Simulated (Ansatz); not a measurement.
# Calculated with Ansatz: EuCo, settings compared

The command:

```bash
ansatz run input.yaml --threads 1 --pin off --max-ram 2560MiB --backend cpu --events-out ev --progress --plain --runs-dir out
```

The input file (Ansatz 0.2.0, plane waves):

```yaml
crystal:
  lattice:
    - [0.0, 3.72224865, 3.72224865]
    - [3.72224865, 0.0, 3.72224865]
    - [3.72224865, 3.72224865, 0.0]
  atoms:
    - { symbol: Eu, position: [0.0, 0.0, 0.0], spin: 7.0 }
    - { symbol: Eu, position: [0.25, 0.25, 0.25], spin: 7.0 }
    - { symbol: Co, position: [0.5, 0.5, 0.5], spin: -1.8 }
    - { symbol: Co, position: [0.75, 0.75, 0.75], spin: -1.8 }
kpoints:
  mp_grid: { grid: [4, 4, 4], shift: [0, 0, 0] }
magnetization:
  spin_polarized: true
scf:
  occupations: { method: fermi_dirac }
hamiltonian:
  pseudopotentials: { kind: paw }
  xc: pbe
basis:
  ecutwfc: 420
output:
  forces: true
  stress: true
  eigenvalues: true
```

Origin of the cell: a known structure type with other elements, at an estimated volume, so it need not be a known compound.

The smearing width isn't typed, so it takes its default of 0.1 eV.

Output of this run (shortened):

```
SCF iter   1: F=—  HF=-27780.312517 eV  Δρ=4.10e-2  dr2=1.57e-1  dr2_m=1.35e0  M=10.050 μB ∫|m|=18.409 μB
SCF iter   2: F=—  HF=-27781.038181 eV  Δρ=2.53e-2  dr2=2.26e-1  dr2_m=4.96e-1  M=10.225 μB ∫|m|=18.295 μB
SCF iter   3: F=—  HF=-27782.310330 eV  Δρ=1.28e-2  dr2=1.51e-1  dr2_m=5.72e-2  M=10.684 μB ∫|m|=18.320 μB  defer=1
SCF iter   4: F=—  HF=-27782.568803 eV  Δρ=1.17e-2  dr2=2.03e-1  dr2_m=3.24e-2  M=10.973 μB ∫|m|=18.346 μB  defer=64
SCF iter   5: F=—  HF=-27782.839553 eV  Δρ=1.93e-2  dr2=4.75e-1  dr2_m=2.73e-2  M=11.132 μB ∫|m|=18.754 μB  defer=64  recentre
[… 5 lines left out …]
SCF iter  11: F=—  HF=-27782.801990 eV  Δρ=7.21e-5  dr2=7.60e-6  dr2_m=8.17e-7  M=11.432 μB ∫|m|=18.880 μB  defer=74
SCF iter  12: F=—  HF=-27782.801991 eV  Δρ=1.66e-5  dr2=8.08e-8  dr2_m=1.27e-7  M=11.433 μB ∫|m|=18.881 μB  defer=74
SCF iter  13: F=—  HF=-27782.801991 eV  Δρ=9.67e-6  dr2=8.91e-8  dr2_m=1.71e-8  M=11.433 μB ∫|m|=18.882 μB  defer=74
SCF iter  14: F=—  HF=-27782.801991 eV  Δρ=1.78e-6  dr2=5.01e-9  dr2_m=5.10e-10  M=11.433 μB ∫|m|=18.882 μB  defer=74
SCF iter  15: F=-27782.801991 eV  HF=-27782.801991 eV  Δρ=3.77e-6  dr2=1.54e-8  dr2_m=3.32e-9  M=11.434 μB ∫|m|=18.882 μB
SCF 1 converged in 15 iterations: F = -27782.801991 eV  dr2 = 1.54e-8
SCF converged after 15 iterations
Magnetization: 11.4335 μB (39.7168 up, 28.2832 down)
Absolute magnetization: 18.8822 μB (∫|ρ↑−ρ↓|, with the PAW one-centre terms)
Spin contamination: 3.2163 ħ² per cell (⟨S²⟩ above its minimum at these occupations)
Per-site moments (μB) at R_I (Å): [(6.980880, 1.329719), (6.980880, 1.329719), (-1.824831, 1.329719), (-1.824831, 1.329719)]
Free energy (F): -27782.801991 eV
Harris-Foulkes:  -27782.801991 eV  (|F-HF|=1.58e-8)
Internal energy: -27782.481522 eV  (E = F + TS)
E sigma→0 (E₀):  -27782.641757 eV
Entropy (-TS):   -0.320470 eV (-80.117 meV/atom)
Fermi energy:    10.980336 eV
--- Per-component energies (eV) ---
  E_band       = -758.993594
  E_kinetic    = 1605.301088
  E_local      = -11275.527320  (includes V_loc(G=0)·N_el)
  E_nonlocal   = 1853.911786
  E_hartree    = 4646.087824
  E_xc         = -668.388708
  E_vxc        = -810.163395  (∫ρ·V_xc dr)
  E_paw        = -15806.494259  (= ΣΔE_a)
  E_vpaw       = -1424.692513  (= ΣTr[D̂ρ^β])
  E_aug_tail   = 0.000115  (compensation charges beyond the density's cutoff)
  E_ewald      = -8137.372048
  E_smearing   = -0.320470  (= −TS)
  Σ components = -27782.801991   (vs F -27782.801991, Δ=0.00e0)
--- Forces (eV/Å), atoms counted from 1 ---
  atom   1  Eu     0.000000     0.000000    -0.000000
  atom   2  Eu     0.000000     0.000000    -0.000000
  atom   3  Co    -0.000000     0.000000     0.000000
  atom   4  Co    -0.000000     0.000000    -0.000000
  max |Σ_I F_I| component: 2.57e-17 eV/Å
--- Stress (GPa, compression-positive) ---
       -8.100001      -0.000000      -0.000000
       -0.000000      -8.100001       0.000000
        0.000000       0.000000      -8.100001
  P = ⅓ Tr σ = -8.1000 GPa (-81.000 kbar)
```

The same input was run again with these changes:

1. `hamiltonian.xc` pbe → r2scan
2. `hamiltonian.hubbard` default → { sites: [{ species: Eu, l: f, u_eff: 4.0 }], double_counting: fll }
3. `basis.xc_grid` default → 2
4. `hamiltonian.xc` pbe → pbesol

```tsv
run	end	SCF iterations	P (GPa)	max force component (eV/Å)	moment (μB)	ΔE(σ→0) (meV/atom)
base	converged	15	-8.10	0.000	11.43	0
1	converged	23	-6.51	0.000	11.27	–
2	converged	24	-6.31	0.000	11.84	–
3	converged	15	-8.10	0.000	11.43	0.00
4	converged	15	-11.06	0.000	11.36	–
```

Energies are compared only where functional, datasets, charge and starting cell are the same.

Caveats of the base run: f shells without a U or exact exchange are poorly placed; no spin-orbit coupling, though heavy elements are present; one start, so the magnetic state may not be the lowest; the k mesh is coarse if the cell is a metal.

Run 1: the cutoff lies below the datasets' advice.

Time of the base run: 11 s on 1 thread of Intel(R) Xeon(R) Platinum 8488C (Sapphire Rapids), on a shared host, peak memory 0.51 GiB, from the program's own first density.
